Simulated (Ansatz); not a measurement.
Ta₂InC in space group P6_3/mmc (No. 194; Ta on 4f, In on 2d, C on 2a) under volume change, the program Ansatz at the r²SCAN level (PAW), shape and atoms relaxed at each volume.

```tsv
V (Å³/atom)	E − E(relaxed) (meV/atom)	P (GPa)
14.128	88.0	21.91
14.594	___	___
15.059	___	___
15.525	0.0	0.00
15.991	7.8	-5.24
16.457	29.5	-9.56
16.922	62.7	-13.13
```

Question: Fill in the missing entries.

Answer: 
- 15.059, E − E(relaxed) (meV/atom): 8.7
- 15.059, P (GPa): 6.18
- 14.594, E − E(relaxed) (meV/atom): 37.0
- 14.594, P (GPa): 13.42

Question: What does a third-order Birch–Murnaghan fit give for V₀, B₀ and B′?

Answer: V₀ = 15.53 Å³/atom, B₀ = 187 GPa, B′ = 4.6.

The first step of the workflow began from a Materials Project structure, measured or hypothetical; the Crystallography Open Database copy checked does not list it. Whether it is the stable phase at ambient conditions was not checked. The cell was relaxed with r²SCAN under the symmetry of its start; its stability against distortions is not shown here. No spin polarisation was allowed. Scalar-relativistic: spin–orbit coupling is off unless named, which matters more the heavier the elements.

Potentials: the later of the program's two PAW sets.
